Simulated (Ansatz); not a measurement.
NaF:
```
NaF
1.0
    0.00000     2.31432     2.31432
    2.31432     0.00000     2.31432
    2.31432     2.31432     0.00000
Na F
1 1
Cartesian
  0.00000   0.00000   0.00000
  2.31432   2.31432   2.31432
```

Relaxed with PBEsol.

Q: Decompose the optical modes at the zone centre into irreducible representations, and say which are infrared and Raman allowed.

A: Point group m-3m: Γ_opt = T1u. Infrared: T1u. Raman: none.

Q: Assign frequencies (DFPT, DFT-PBEsol in the program Ansatz with PAW potentials; without the LO–TO term).

A: T1u 239 cm⁻¹.

Space group Fm-3m (rock salt). The cell was relaxed with PBEsol under the symmetry of its start.

Potentials: the earlier of the program's two PAW sets. The files were generated under PBE; for other functionals the program regenerates the frozen cores, and for LDA and PBEsol the local potential too.
